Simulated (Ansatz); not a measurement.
Free-standing chains of the atoms of Na, named by their start (strip: triangular double chain, ladder: square double chain); atoms and period are relaxed, and energies count from relaxed bulk Na (Im-3m, 37.61 Å³/atom, gap on the mesh 0.00 eV).

Computed with DFT r2SCAN, scalar-relativistic, plane waves, PAW in Ansatz.

Settings: cutoff 500 eV, Γ-centred mesh 1×1×20 on the computed 1-atom cell, Gaussian smearing of 0.05 eV; collinear spin from starting moments 0.5 μB.

Start (linear chain):

```xyz
1
Lattice="9.0000 0.0000 0.0000 0.0000 9.3000 0.0000 0.0000 0.0000 3.2902" Properties=species:S:1:pos:R:3 pbc="T T T"
Na    4.5000    4.6500    0.0000
```

Problem. Give the relaxed structure and its energy.

Solution. The free energy falls by 4 meV/atom.

* excess energy (eV per host atom): 0.650
* period (Å): 3.405
* gap on the mesh (eV): 0
* highest filled level or Fermi level under vacuum (eV): 3.17
* size of the moment (μB per cell): 0.10

Relaxed structure:
```
CELL_PARAMETERS angstrom
9.00000 0.00000 0.00000
0.00000 9.30000 0.00000
0.00000 0.00000 3.40481
ATOMIC_POSITIONS crystal
Na 0.50000 0.50000 0.00000
```

Each run keeps its start's symmetry and one magnetic start, so lower states can exist.

The run took 63 s on 2 threads of Arm Neoverse V2 (shared host), peak memory 0.99 GiB.